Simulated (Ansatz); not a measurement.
Consider the following.

CrN$_{2}$:
```cif
data_Cr2N4
_chemical_formula_sum 'Cr2 N4'
_space_group_name_H-M_alt 'P 1'
_space_group_IT_number 1
_cell_length_a 3.84741
_cell_length_b 4.79097
_cell_length_c 2.81253
_cell_angle_alpha 90.000
_cell_angle_beta 90.000
_cell_angle_gamma 90.000
loop_
_space_group_symop_operation_xyz
  'x, y, z'
loop_
_atom_site_label
_atom_site_type_symbol
_atom_site_fract_x
_atom_site_fract_y
_atom_site_fract_z
_atom_site_occupancy
Cr1 Cr 0.50000 0.50000 0.50000 1
Cr2 Cr 0.00000 0.00000 0.00000 1
N1 N 0.63521 0.08931 0.50000 1
N2 N 0.36479 0.91069 0.50000 1
N3 N 0.13521 0.41069 0.00000 1
N4 N 0.86479 0.58931 0.00000 1
```
The run is spin-polarised.

This is the r²SCAN-relaxed structure.

Q: All from the program Ansatz at the r²SCAN level (PAW), unless another level is named. Estimate the magnetic order.

A: ferromagnetic.

Q: Give the Bader charges.

A: Cr +1.67, N -0.83 e.

Space group Pnnm. The workflow started from a Materials Project entry (that database holds measured and hypothetical structures alike); the Crystallography Open Database copy checked does not list it. Whether it is the stable phase at ambient conditions was not checked. The cell was relaxed with r²SCAN under the symmetry of its start; whether a distortion lowers the energy is not shown. The final state is ferromagnetic, chosen from 5 collinear starts compared on coarse meshes (ties went to the first, and starts can fall back to one state), not a proven ground state. Other orbital occupations within this spin state were not tried. No Hubbard U is applied.

Potentials: the later of the program's two PAW sets.
